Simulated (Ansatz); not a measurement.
C:
```xyz
8
Lattice="2.3054 4.5741 0.0000 -2.3054 4.5741 0.0000 -1.5535 0.0000 3.2449" Properties=species:S:1:pos:R:3 pbc="T T T"
C     -0.7868     7.3584     1.4553
C     -0.7668     1.7898     1.7896
C      0.0100     7.3584     0.1671
C     -1.5635     1.7898     3.0778
C     -2.4622     3.0309     2.8513
C      0.9086     6.1173     0.3936
C      0.1319     3.0309     2.0161
C     -1.6854     6.1173     1.2288
```

Relaxed with PBEsol. Independent-particle spectrum: no excitons, no local fields, no scissors shift; 0.1 eV broadening; ε₁ of the summed bands alone.

Question: Tabulate the dielectric function from PBEsol in the plane-wave PAW code Ansatz.

Answer: 

```tsv
E (eV)	ε₁ xx	ε₂ xx	ε₁ yy	ε₂ yy	ε₁ zz	ε₂ zz
0.0	8.81	0.00	9.53	0.00	9.33	0.00
0.4	8.93	0.00	9.92	0.00	9.77	0.00
0.8	9.51	0.01	12.44	0.11	12.96	0.21
1.2	9.81	1.17	8.97	7.06	6.49	8.18
1.6	9.80	1.84	6.90	5.62	4.46	4.23
2.0	9.96	1.98	6.24	4.25	4.56	2.57
2.4	10.52	2.91	6.66	4.55	4.69	1.88
2.8	12.38	5.96	5.92	6.04	5.41	0.99
3.2	10.42	6.77	4.72	5.55	6.56	1.28
3.6	6.12	7.18	3.54	4.91	6.54	1.30
4.0	6.66	8.96	3.45	5.14	7.33	2.29
4.4	3.34	7.66	3.17	4.65	7.20	2.33
4.8	2.43	6.07	0.93	4.42	7.63	3.37
5.2	2.87	4.61	1.54	2.14	7.57	4.35
5.6	3.10	4.62	2.92	1.98	6.01	5.15
6.0	3.36	4.26	2.66	2.69	6.04	4.82
6.4	3.11	4.71	2.77	2.20	5.34	4.81
6.8	3.00	3.87	3.12	2.10	5.57	5.32
7.2	3.82	3.82	3.45	2.28	4.90	5.40
7.6	3.16	5.28	3.91	2.54	6.14	5.78
8.0	2.84	3.85	4.82	3.53	3.63	9.01
8.4	3.75	3.88	2.91	5.23	1.68	6.58
8.8	4.33	4.46	1.46	4.00	2.29	4.62
9.2	4.75	5.16	1.87	2.94	4.81	6.72
9.6	4.91	6.36	2.52	2.56	2.71	7.37
10.0	2.57	11.43	3.23	2.80	1.59	7.41
10.4	-0.33	7.73	3.53	3.40	0.66	7.23
10.8	-0.75	6.69	3.56	4.62	0.96	6.44
11.2	-1.05	6.01	3.04	5.61	0.27	6.21
11.6	-0.88	5.58	1.62	5.95	-0.20	7.14
12.0	-2.06	5.40	0.26	5.06	-1.94	5.66
```

Question: From ε at 3.0 eV (xx: 10.28 + 7.75i), find n, k, the normal reflectivity and the absorption coefficient.

Answer: n = 3.40, k = 1.139, R = 34 %, α = 2kE/ħc = 350000 cm⁻¹.

With all bands, ε∞ without local fields is 8.93 (xx), 9.73 (yy), 9.47 (zz). DFPT, with local fields, gives 8.02 (xx), 5.99 (yy), 8.50 (zz).

Space group C2/c. The start of the workflow was typed in or built on a structure type; neither database checked (COD, Materials Project) lists it. It is not the phase usual at ambient conditions (space group No. 194, 227). Symmetry was held in the PBEsol relaxation. At this level the phase is mechanically unstable. The volume moved by 100 % from the start of the relaxation.

Potentials: the earlier of the program's two PAW sets. The files were generated under PBE; for other functionals the program regenerates the frozen cores, and for LDA and PBEsol the local potential too.
